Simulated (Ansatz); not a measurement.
Here is the system:

BaZrO$_{3}$:
```yaml
crystal:
  lattice:
    - [4.20497, 0.00000, 0.00000]
    - [0.00000, 4.20497, 0.00000]
    - [0.00000, 0.00000, 4.20497]
  atoms:
    - { symbol: O, position: [0.00000, 0.50000, 0.50000] }
    - { symbol: O, position: [0.50000, 0.00000, 0.50000] }
    - { symbol: O, position: [0.50000, 0.50000, 0.00000] }
    - { symbol: Ba, position: [0.00000, 0.00000, 0.00000] }
    - { symbol: Zr, position: [0.50000, 0.50000, 0.50000] }
```

This is the r²SCAN-relaxed structure.

All from DFT-r²SCAN in the program Ansatz with PAW potentials, unless another level is named. Estimate the electron effective mass, band 3 of 3 at the edge.

0.36 along [100], 0.37 along [110], 0.49 along [111] (mₑ).

Predict the electron effective mass with spin–orbit coupling, band 1 of 2 at the edge.

0.87 along [100], 0.65 along [110], 0.54 along [111] (mₑ).

What about the conduction-band minimum?

at Γ.

Space group Pm-3m (cubic perovskite). Symmetry was held in the r²SCAN relaxation; phonons on a q-mesh show weakly imaginary modes. No spin polarisation was allowed. Scalar-relativistic: spin–orbit coupling is off unless named, which matters more the heavier the elements.

Potentials: the later of the program's two PAW sets.

Edges and masses are those of Kohn–Sham bands, whose gap is no quasiparticle gap.
